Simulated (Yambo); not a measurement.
How GW settings move the gap: CsSnBr3

G0W0@PBEsol for CsSnBr3 (cubic perovskite, space group Pm-3m, No. 221) in Yambo. Reference settings: 2×2×2 Γ-centred k mesh, 548 bands and a 7 Ry block in the screening, 548 bands in G with the Bruneval-Gonze terminator, plasmon pole fitted at 27.2 eV. The PBEsol gap R → R on this mesh is 0.08 eV; G0W0 gaps are taken between the same points.

```csv
change from the reference,G0W0 gap R → R (eV),shift of the valence edge (eV),rough Yambo cost
reference settings,0.92,-0.75,1
"192 bands in W, 192 bands in G",0.81,-0.38,about 1/3
192 bands in G,0.90,-0.66,–
242 bands in W,0.86,-0.54,about 1/2
1 Ry block,0.41,-0.04,within a factor of two
6 Ry block,0.89,-0.71,within a factor of two
3 Ry block,0.70,-0.48,within a factor of two
pole fitted at 55 eV,0.97,-0.86,–
no random integration,0.89,-0.56,–
"192 bands in G, no terminator",0.67,-0.07,–
"344 bands in G, no terminator",0.79,-0.44,–
no terminator,0.87,-0.61,–
```

The reference isn't shown to be the converged limit. Costs are rough (shared machines), scaled to the same edge states, and given only for runs that recompute the screening.

The cell is held in this high symmetry; tilts and polar distortions were not searched.

The standard potential for Sn keeps a d shell in the valence without the s and p states of that shell. In tests on such compounds this moved G0W0 gaps by up to about 0.9 eV, so absolute quasiparticle energies here are unreliable; differences between settings are what counts.

Spin-orbit coupling is included.

Geometry of the Materials Project entry, not relaxed at this level; primitive cell a = b = c = 5.839 Å, α = β = γ = 90.00°.

The structure is a Materials Project entry; no match was found in the copy of COD used, and its stability was not checked.

A shift is the quasiparticle energy of the state minus its PBEsol energy.
